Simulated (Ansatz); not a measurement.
LaSi$_{2}$Ni$_{2}$ in space group I4/mmm (No. 139; La on 2a, Si on 4e, Ni on 4d), plane-wave PAW r²SCAN (Ansatz code), all energies at zero smearing, with the estimated change up to a 700 eV cutoff added, with one set of potentials and settings (totals compare only within such a set). Cell of 5 atoms (1 La, 2 Si, 2 Ni): -19237.282 eV.

| element | reference phase | E (eV/atom) |
|---|---|---|
| La | P6_3/mmc, 4 atoms in the cell | -6264.6784 |
| Si | Fd-3m, 2 atoms in the cell | -639.0667 |
| Ni | Fm-3m, 1 atoms in the cell, spin-polarised | -5845.2912 |

Formation energy per atom, worked out: (-19237.282 − 1×(-6264.6784) − 2×(-639.0667) − 2×(-5845.2912))/5 = -0.778 eV/atom (-75 kJ per mol of atoms), at 0 K, without zero-point energy or fitted corrections.

The workflow started from a Materials Project entry (that database holds measured and hypothetical structures alike); the Crystallography Open Database files this formula in space group No. 139, but the cells were not matched. Its standing as an ambient phase is unchecked. The cell was relaxed with r²SCAN under the symmetry of its start; whether a distortion lowers the energy is not shown. No spin polarisation was allowed. The references are the lowest solids computed at this level, not always the standard phases. Scalar-relativistic: spin–orbit coupling is off unless named, which matters more the heavier the elements.

Potentials: the later of the program's two PAW sets.
